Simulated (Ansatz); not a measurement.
A relaxation computed with Ansatz, from input to last step.

```yaml
crystal:
  lattice:
    - [3.0021685909, 0.0, 0.0]
    - [-1.5010842955, 2.5999542661, 0.0]
    - [0.0, 0.0, 3.3649012725]
  atoms:
    - { symbol: B, position: [0.3333333333, 0.6666666667, 0.5] }
    - { symbol: B, position: [0.6666666667, 0.3333333333, 0.5] }
    - { symbol: W, position: [0.0, 0.0, 0.0] }
basis:
  ecutwfc: 500
kpoints:
  mp_grid: { grid: [18, 18, 12] }
hamiltonian:
  xc: r2scan
scf:
  occupations: { method: gaussian, width: 0.1 }
output:
  forces: true
  stress: true
  eigenvalues: true
  write_density: true
  write_potential: true
  elf: true
  volumetric_format: npy
relax:
  adjacent_minimum: "off"
  f_tol: 0.005
  max_steps: 80
  cell: { stress_tol: 0.05 }
```

```bash
ansatz run input.yaml --threads 1 --pin off --max-ram 2560MiB --backend cpu --events-out ev --progress --plain --runs-dir out
```

Level of theory: DFT r2SCAN, scalar-relativistic, plane waves, PAW (Ansatz).

Of 5 frames 4 are shown, positions in Å and forces in eV/Å; the SCF threshold varies from step to step. Steps run on the plane waves of an earlier cell, with a Pulay correction in the pressure. The basis is chosen afresh for the last frame, the zero of the energies, and at times for earlier ones too; energy and pressure step there, also at an unchanged geometry.

```xyz
3
Lattice="3.0022 0.0000 0.0000 -1.5011 2.6000 0.0000 0.0000 0.0000 3.3649" Properties=species:S:1:pos:R:3:forces:R:3 pbc="T T T" step=1 free_energy_over_end_meV_per_atom=0.10 pressure_GPa=-0.24
B     0.0000    1.7333    1.6825    0.0000    0.0000    0.0000
B     1.5011    0.8667    1.6825    0.0000    0.0000    0.0000
W     0.0000    0.0000    0.0000    0.0000    0.0000    0.0000
3
Lattice="3.0036 0.0000 0.0000 -1.5018 2.6012 0.0000 0.0000 0.0000 3.3570" Properties=species:S:1:pos:R:3:forces:R:3 pbc="T T T" step=2 free_energy_over_end_meV_per_atom=0.02 pressure_GPa=0.14
B     0.0000    1.7341    1.6785    0.0000    0.0000    0.0000
B     1.5018    0.8671    1.6785    0.0000    0.0000    0.0000
W     0.0000    0.0000    0.0000    0.0000    0.0000    0.0000
3
Lattice="3.0090 0.0000 0.0000 -1.5045 2.6059 0.0000 0.0000 0.0000 3.3494" Properties=species:S:1:pos:R:3:forces:R:3 pbc="T T T" step=3 free_energy_over_end_meV_per_atom=0.02 pressure_GPa=-0.43
B     0.0000    1.7372    1.6747    0.0000    0.0000    0.0000
B     1.5045    0.8686    1.6747    0.0000    0.0000    0.0000
W     0.0000    0.0000    0.0000    0.0000    0.0000    0.0000
3
Lattice="3.0064 0.0000 0.0000 -1.5032 2.6036 0.0000 0.0000 0.0000 3.3514" Properties=species:S:1:pos:R:3:forces:R:3 pbc="T T T" step=5 free_energy_over_end_meV_per_atom=0.00 pressure_GPa=0.01
B     0.0000    1.7357    1.6757    0.0000    0.0000    0.0000
B     1.5032    0.8679    1.6757    0.0000    0.0000    0.0000
W     0.0000    0.0000    0.0000    0.0000    0.0000    0.0000
```

The run took 69 s on 1 thread of Arm Neoverse V1, with other jobs on the host, peak memory 0.47 GiB.

Spin–orbit coupling is left out, which can shift energies with elements as heavy as these.